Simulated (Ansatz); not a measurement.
LaMoN$_{3}$:
```xyz
10
Lattice="2.8252 1.6311 4.5917 -2.8252 1.6311 4.5917 0.0000 -3.2622 4.5917" Properties=species:S:1:pos:R:3 pbc="T T T"
La     0.0000     0.0000    10.2227
La     0.0000     0.0000     3.3352
Mo     0.0000     0.0000     6.7449
Mo     0.0000     0.0000    13.6324
N      0.3039     1.6267     8.2033
N     -1.5607    -0.5502     8.2033
N      1.2568    -1.0765     8.2033
N      1.5684     0.5546     5.9074
N     -0.3039    -1.6355     5.9074
N     -1.2645     1.0809     5.9074
```

Cartesian axes are those of the cell as given.

Q: Give the proper piezoelectric stress tensor with relaxed ions from plane-wave PAW PBEsol (Ansatz code).

A: In C/m², rows x, y, z, Voigt columns; mesh uncertainty up to 0.03.
```
 0.00   0.00   0.00   0.00  -5.42   0.40
 0.40  -0.40   0.00  -5.42   0.00   0.00
-1.92  -1.92  -4.13   0.00   0.00   0.00
```

The elastic tensor of the same run (GPa):

```
  302    167   92.6   37.2    0.0    0.0
  167    302   92.6  -37.2    0.0    0.0
 92.6   92.6    244    0.0    0.0    0.0
 37.2  -37.2    0.0   51.1    0.0    0.0
  0.0    0.0    0.0    0.0   51.1   37.2
  0.0    0.0    0.0    0.0   37.2   67.6
```

Q: Convert to strain constants d = e·S.

A: In pC/N:
```
   0.0     0.0     0.0     0.0  -183.9   107.1
  53.5   -53.5     0.0  -183.9     0.0     0.0
  -0.9    -0.9   -16.3     0.0     0.0     0.0
```

Space group R3c. The workflow started from a Materials Project entry (that database holds measured and hypothetical structures alike); the Crystallography Open Database copy checked does not list it. Whether it is the stable phase at ambient conditions was not checked. The PBEsol relaxation kept the symmetry of its start; phonons on a q-mesh show no instability. No spin polarisation was allowed. Scalar-relativistic: spin–orbit coupling is off unless named, which matters more the heavier the elements.

Potentials: the later of the program's two PAW sets.
